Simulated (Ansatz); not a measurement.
Nb₄Si₇Ni₄:
```
Nb4Si7Ni4
1.0
   -6.27565     6.27565     2.49067
    6.27565    -6.27565     2.49067
    6.27565     6.27565    -2.49067
Nb Si Ni
8 14 8
Direct
  0.13509   0.13509   0.27018
  0.86491   0.86491   0.72982
  0.13509   0.86491   0.00000
  0.86491   0.13509   0.00000
  0.50000   0.30827   0.80827
  0.50000   0.69173   0.19173
  0.30827   0.50000   0.80827
  0.69173   0.50000   0.19173
  0.50000   0.09332   0.59332
  0.50000   0.90668   0.40668
  0.09332   0.50000   0.59332
  0.90668   0.50000   0.40668
  0.75065   0.75065   0.00000
  0.24935   0.24935   0.00000
  0.29157   0.29157   0.58313
  0.70843   0.70843   0.41687
  0.29157   0.70843   0.00000
  0.70843   0.29157   0.00000
  0.00000   0.29244   0.29244
  0.00000   0.70756   0.70756
  0.29244   0.00000   0.29244
  0.70756   0.00000   0.70756
  0.39792   0.89792   0.79584
  0.60208   0.10208   0.20416
  0.89792   0.10208   0.50000
  0.10208   0.89792   0.50000
  0.10208   0.60208   0.20416
  0.89792   0.39792   0.79584
  0.60208   0.39792   0.50000
  0.39792   0.60208   0.50000
```

Relaxed with r²SCAN. Special points in fractions of this cell's reciprocal vectors: Γ (0.000, 0.000, 0.000); X (0.000, 0.000, 0.500); M (-0.500, 0.500, 0.500); Z (0.289, 0.289, -0.289); Z0 (-0.289, 0.711, 0.289); P (0.250, 0.250, 0.250); N (0.000, 0.500, 0.000).

**Question.** List the band energies nearest the Fermi level at these points for DFT-r²SCAN in the program Ansatz with PAW potentials.

**Answer.** In eV from the Fermi level; about four levels below and three above (degenerate sets whole), none deeper than 8.9 eV; points with the same levels are listed once.

```csv
k,below,above
Γ,-0.53 -0.53 -0.36 -0.16 -0.12,0.01 0.54 0.56
X,-0.61 -0.60 -0.23 -0.11 -0.03,0.12 0.28 0.47
M,-0.61 -0.36 -0.33 -0.33,0.11 0.11 0.24
Z,-1.07 -0.75 -0.23 -0.19,0.11 0.18 0.18
P,-0.51 -0.51 -0.09 -0.01 -0.01,0.35 0.54 0.75
N,-0.76 -0.67 -0.44 -0.02,0.14 0.27 0.34
```

Space group I4/mmm. The workflow started from a Materials Project entry (that database holds measured and hypothetical structures alike); the Crystallography Open Database copy checked does not list it. Its standing as an ambient phase is unchecked. The cell was relaxed with r²SCAN under the symmetry of its start; whether a distortion lowers the energy is not shown. The run is not spin-polarised. Spin–orbit coupling is left out wherever it is not named.

Potentials: the later of the program's two PAW sets.
